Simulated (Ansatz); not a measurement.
Sr2CaWO6:
```yaml
crystal:
  lattice:
    - [-2.86128, 2.86128, 4.16090]
    - [2.86128, -2.86128, 4.16090]
    - [2.86128, 2.86128, -4.16090]
  atoms:
    - { symbol: Sr, position: [0.25000, 0.75000, 0.50000] }
    - { symbol: Sr, position: [0.75000, 0.25000, 0.50000] }
    - { symbol: Ca, position: [0.50000, 0.50000, 0.00000] }
    - { symbol: W, position: [0.00000, 0.00000, 0.00000] }
    - { symbol: O, position: [0.83863, 0.70569, 0.54431] }
    - { symbol: O, position: [0.16137, 0.29431, 0.45569] }
    - { symbol: O, position: [0.70569, 0.16137, 0.86706] }
    - { symbol: O, position: [0.29431, 0.83863, 0.13294] }
    - { symbol: O, position: [0.23147, 0.23147, 0.00000] }
    - { symbol: O, position: [0.76853, 0.76853, 0.00000] }
```

Tensor components refer to the Cartesian frame of this cell.

Task: Give the high-frequency dielectric tensor and the Born effective charge tensors of the independent atoms from DFPT, PBEsol in the plane-wave PAW code Ansatz.

Result: 
ε∞:
```
4.39  0.00  0.00
0.00  4.39  0.00
0.00  0.00  4.48
```
Z* of atom 1 (Sr), rows: field, columns: displacement, in e:
```
 2.43  -0.08   0.00
 0.08   2.43   0.00
 0.00   0.00   2.80
```
Z* of atom 3 (Ca), rows: field, columns: displacement, in e:
```
 3.00   0.35   0.00
-0.35   3.00   0.00
 0.00   0.00   3.18
```
Z* of atom 4 (W), rows: field, columns: displacement, in e:
```
 7.18  -0.05   0.00
 0.05   7.18   0.00
 0.00   0.00   7.08
```
Z* of atom 5 (O), rows: field, columns: displacement, in e:
```
-3.54  -1.11   0.00
-1.09  -2.26   0.00
 0.00   0.00  -1.88
```
Z* of atom 9 (O), rows: field, columns: displacement, in e:
```
-1.71  -0.06   0.00
 0.06  -1.71   0.00
 0.00   0.00  -4.18
```

Static charges for comparison (Bader): Sr1 +1.59, Ca3 +1.51, W4 +2.97, O5 -1.27, O9 -1.29 e. Born charges measure polarisation by displacement and can exceed these by far.

Space group I4/m. The workflow started from a Materials Project entry (that database holds measured and hypothetical structures alike); the Crystallography Open Database copy checked does not list it. COD files the formula under space group No. 14, so this cell is another polymorph or a model. Whether it is the stable phase at ambient conditions was not checked. The PBEsol relaxation kept the symmetry of its start; its stability against distortions is not shown here. No spin polarisation was allowed. No Hubbard U is applied. Spin–orbit coupling is left out wherever it is not named.

Potentials: the later of the program's two PAW sets.
